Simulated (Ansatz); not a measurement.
## Br: ab initio molecular dynamics

Method: Ansatz, DFT PBEsol, scalar-relativistic, plane waves, PAW. Cutoff 420 eV, shifted (0.5, 0.5, 0.5 steps) 2×2×2 k-points, Fermi–Dirac smearing of 0.16 eV. The mesh is coarse. No spin polarisation.

16 atoms, starting at 1.06 times the perfect crystal's volume (space group Immm, not the usual structure, the cell as given, not relaxed at this level); Langevin thermostat at 1800 K (friction 0.005 fs⁻¹), fixed cell; 34 steps of 6 fs. The run is short and not equilibrated. The crystal has no gap, and so coarse a mesh can leave errors of tens of meV/atom and of a GPa or more. The time step is on the long side.

First frame:

```xyz
16
Lattice="5.2480 -7.0149 0.0000 5.2480 7.0149 0.0000 -5.2480 0.0000 7.2963" Properties=species:S:1:pos:R:3 pbc="T T T"
Br    1.3120   -5.2612    3.6482
Br    2.6240   -3.5075    0.0000
Br    5.2480   -3.5075    0.0000
Br   -1.3120   -1.7537    3.6482
Br    0.0000    0.0000    0.0000
Br    1.3120   -1.7537    3.6482
Br    2.6240    0.0000    0.0000
Br    3.9360   -1.7537    3.6482
Br    5.2480    0.0000    0.0000
Br    7.8720    0.0000    0.0000
Br   -1.3120    1.7537    3.6482
Br    1.3120    1.7537    3.6482
Br    2.6240    3.5075    0.0000
Br    3.9360    1.7537    3.6482
Br    5.2480    3.5075    0.0000
Br    1.3120    5.2612    3.6482
```

* Mean temperature over the second half: 1237 K
* Mean pressure over the second half (kinetic part included): 0.0 GPa
* Mean potential energy above the perfect crystal (as given, at volume ratio 1; besides heat the difference comes from the volume, 6 % larger, and the crystal's own pressure of -1.1 GPa; the free energy holds the electrons' entropy): 192 meV/atom
* Mean-square drift of Br from first to last step (mean shift of all atoms removed): 0.40 Å²

Pair distribution functions g(r), second half of the run, up to half the cell's height:

| r (Å) | Br-Br |
| --- | --- |
| 2.05 | 0.0 |
| 2.15 | 0.0 |
| 2.25 | 0.0 |
| 2.35 | 0.4 |
| 2.45 | 1.3 |
| 2.55 | 1.6 |
| 2.65 | 1.4 |
| 2.75 | 0.9 |
| 2.85 | 0.7 |
| 2.95 | 1.0 |
| 3.05 | 0.5 |
| 3.15 | 1.0 |
| 3.25 | 0.5 |
| 3.35 | 1.0 |
| 3.45 | 0.9 |
| 3.55 | 1.2 |

Along the run (potential energy from its first value; pressure with the kinetic part):

```
t (fs) T (K)  ΔE_pot (meV/atom) P (GPa)
   0.0   1688                0.0     -1.9
   6.0   1678                1.9     -1.8
  12.0   1584                7.3     -1.8
  18.0   1673               15.5     -1.6
  24.0   1653               25.9     -1.5
  30.0   1594               37.8     -1.4
  36.0   1455               49.7     -1.3
  42.0   1315               61.1     -1.3
  48.0   1274               72.6     -1.2
  54.0   1255               85.2     -1.1
  60.0   1099               98.2     -1.1
  66.0   1004              110.2     -1.1
  72.0    952              120.4     -1.1
  78.0    911              128.9     -1.0
  84.0    760              136.1     -1.0
  90.0    920              142.7     -0.9
  96.0   1106              149.4     -0.7
 102.0   1100              155.8     -0.6
 108.0   1049              162.0     -0.5
 114.0   1070              168.2     -0.4
 120.0   1018              173.2     -0.3
 126.0    950              176.5     -0.2
 132.0    909              179.0     -0.1
 138.0    947              180.4      0.0
 144.0    887              179.3      0.0
 150.0   1039              176.5      0.1
 156.0   1048              172.9      0.0
 162.0   1110              168.8      0.0
 168.0   1353              164.9      0.0
 174.0   1494              162.5      0.0
 180.0   1620              161.4      0.1
 186.0   1694              161.5      0.2
 192.0   1781              164.0      0.4
 198.0   1625              170.2      0.6
 204.0   1572              179.6      0.9
```

Cost: 1 run of about 17 core-minutes (earlier runs that led there not counted), on Arm Neoverse N1 (shared hosts).